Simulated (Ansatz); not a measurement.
SiNi2:
Space group Pnma (No. 62); a = 5.028 Å, b = 3.729 Å, c = 7.071 Å, α = 90.00°, β = 90.00°, γ = 90.00°

| atom | site | symmetry | x | y | z |
|---|---|---|---|---|---|
| Si | 4c | .m. | 0.2133 | 0.2500 | 0.1147 |
| Ni | 4c | .m. | 0.0406 | 0.2500 | 0.7963 |
| Ni | 4c | .m. | 0.1691 | 0.2500 | 0.4397 |

Relaxed with PBE.

Task: Which orbitals make up the states near the Fermi level in PBE in the plane-wave PAW code Ansatz?

Result: Within 0.5 eV of the Fermi level: Ni 3d 68 %, Si 3p 22 %. Projections are on Löwdin-orthogonalised atomic valence shells; empty p or d shells of many metals are not among them.

Task: Tabulate the density of states.

Result: States/eV per cell of 12 atoms, in 0.25 eV bins, energy from the Fermi level.

| E (eV) | total | Ni 3d | Si 3p | Ni 4s |
|---|---|---|---|---|
| -7.85 | 0.00 | 0.00 | 0.00 | 0.00 |
| -7.60 | 0.00 | 0.00 | 0.00 | 0.00 |
| -7.35 | 0.38 | 0.05 | 0.22 | 0.10 |
| -7.10 | 2.25 | 0.37 | 1.17 | 0.55 |
| -6.85 | 3.47 | 0.63 | 1.78 | 0.79 |
| -6.60 | 4.03 | 0.84 | 2.05 | 0.80 |
| -6.35 | 4.50 | 1.15 | 2.19 | 0.74 |
| -6.10 | 4.49 | 1.37 | 2.04 | 0.66 |
| -5.85 | 2.91 | 0.96 | 1.29 | 0.40 |
| -5.60 | 4.09 | 1.54 | 1.72 | 0.49 |
| -5.35 | 3.94 | 1.49 | 1.62 | 0.51 |
| -5.10 | 5.15 | 2.17 | 2.07 | 0.62 |
| -4.85 | 7.82 | 3.88 | 2.92 | 0.71 |
| -4.60 | 11.51 | 6.60 | 3.98 | 0.57 |
| -4.35 | 9.79 | 5.86 | 3.25 | 0.38 |
| -4.10 | 11.84 | 7.65 | 3.43 | 0.42 |
| -3.85 | 12.47 | 8.85 | 2.85 | 0.36 |
| -3.60 | 11.79 | 9.39 | 1.61 | 0.33 |
| -3.35 | 13.01 | 11.31 | 0.81 | 0.36 |
| -3.10 | 26.13 | 23.42 | 1.45 | 0.40 |
| -2.85 | 17.33 | 15.97 | 0.63 | 0.23 |
| -2.60 | 21.15 | 19.22 | 0.97 | 0.32 |
| -2.35 | 16.16 | 14.97 | 0.56 | 0.16 |
| -2.10 | 30.29 | 28.72 | 0.66 | 0.23 |
| -1.85 | 28.44 | 27.17 | 0.49 | 0.21 |
| -1.60 | 31.79 | 30.09 | 0.65 | 0.29 |
| -1.35 | 21.21 | 19.93 | 0.54 | 0.21 |
| -1.10 | 13.90 | 12.91 | 0.46 | 0.16 |
| -0.85 | 14.83 | 13.71 | 0.65 | 0.14 |
| -0.60 | 8.68 | 7.25 | 0.96 | 0.15 |
| -0.35 | 3.76 | 2.89 | 0.62 | 0.09 |
| -0.10 | 5.42 | 3.84 | 1.12 | 0.18 |
| 0.15 | 5.35 | 3.45 | 1.28 | 0.25 |
| 0.40 | 4.46 | 2.58 | 1.20 | 0.24 |
| 0.65 | 3.88 | 2.05 | 1.17 | 0.21 |
| 0.90 | 3.97 | 1.95 | 1.29 | 0.20 |
| 1.15 | 4.44 | 2.04 | 1.45 | 0.23 |
| 1.40 | 4.83 | 2.07 | 1.62 | 0.24 |
| 1.65 | 3.49 | 1.35 | 1.25 | 0.20 |
| 1.90 | 3.70 | 1.32 | 1.32 | 0.33 |
| 2.15 | 4.27 | 1.37 | 1.47 | 0.50 |
| 2.40 | 3.89 | 1.13 | 1.43 | 0.45 |
| 2.65 | 3.56 | 0.94 | 1.37 | 0.45 |
| 2.90 | 3.89 | 0.94 | 1.54 | 0.56 |
| 3.15 | 3.41 | 0.76 | 1.40 | 0.52 |
| 3.40 | 4.22 | 0.82 | 1.52 | 0.99 |
| 3.65 | 5.05 | 0.91 | 1.84 | 1.28 |
| 3.90 | 4.85 | 0.84 | 1.96 | 1.09 |
| 4.15 | 5.04 | 0.78 | 1.83 | 1.27 |
| 4.40 | 4.52 | 0.63 | 1.42 | 1.27 |
| 4.65 | 3.88 | 0.46 | 0.91 | 1.27 |

The cell was relaxed with PBE under the symmetry of its start. The workflow began spin-polarised and lost its moments.

Potentials: the later of the program's two PAW sets.
